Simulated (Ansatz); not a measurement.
ZrB2:
```cif
data_B2Zr
_chemical_formula_sum 'Zr1 B2'
_space_group_name_H-M_alt 'P6/mmm'
_space_group_IT_number 191
_space_group_name_Hall '-P 6 2'
_cell_length_a 3.17101
_cell_length_b 3.17101
_cell_length_c 3.54260
_cell_angle_alpha 90.000
_cell_angle_beta 90.000
_cell_angle_gamma 120.000
loop_
_atom_site_label
_atom_site_type_symbol
_atom_site_symmetry_multiplicity
_atom_site_Wyckoff_symbol
_atom_site_fract_x
_atom_site_fract_y
_atom_site_fract_z
_atom_site_occupancy
Zr1 Zr 1 a 0.00000 0.00000 0.00000 1
B1 B 2 d 0.33333 0.66667 0.50000 1
```

This is the PBE-relaxed structure.

Problem. All from PBE (plane waves, PAW; program Ansatz), unless another level is named. Estimate the electronic character.

Solution. metallic (no gap).

Problem. Predict the formation energy from the elements (no fitted shifts).

Solution. -1.02 eV/atom.

Problem. Next, the density of states at the Fermi level?

Solution. 0.09 states/eV per atom (mean over ±0.08 eV).

Problem. What about the gap with spin–orbit coupling?

Solution. none (metallic).

Symmetry was held in the PBE relaxation. No spin polarisation was allowed. The references are the lowest solids computed at this level, not always the standard phases. Scalar-relativistic: spin–orbit coupling is off unless named, which matters more the heavier the elements.

Potentials: the earlier of the program's two PAW sets.
